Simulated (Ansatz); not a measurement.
BaTiO3 in space group P4mm (No. 99; Ti on 1b, Ba on 1a, O on 1b, O on 2c), r²SCAN (plane waves, PAW; program Ansatz). The conduction-band minimum lies at Γ, with 1 equivalent valley. Second derivatives d²E/dk² of the lowest band at one valley (eV·Å²), along Cartesian directions:

| direction | d²E/dk² |
|---|---|
| [100] | 16.63 |
| [010] | 16.63 |
| [001] | 0.8637 |
| [110] | 16.63 |
| [101] | 8.752 |
| [011] | 8.752 |

**Question.** Find the principal effective masses, the density-of-states mass and the conductivity mass.

**Answer.** Off-diagonal terms follow from H_xy = H[110] − (H_xx + H_yy)/2, and m*/mₑ = 7.620 eV·Å² over each eigenvalue: 0.46, 0.46, 8.8. One valley's DOS mass (m₁m₂m₃)^(1/3) = 1.2, conductivity mass 3/(Σ 1/mᵢ) = 0.67 mₑ.

**Question.** What effective density of states Nc follows at 300 K for parabolic valleys?

**Answer.** Nc = 2.509e19 × 1 × (1.2)^(3/2) ≈ 3.3e19 cm⁻³.

Symmetry was held in the r²SCAN relaxation. At this level the phase is dynamically unstable (imaginary phonons). No spin polarisation was allowed. Spin–orbit coupling is left out wherever it is not named.

Potentials: the later of the program's two PAW sets.

Edges and masses are those of Kohn–Sham bands, whose gap is no quasiparticle gap.
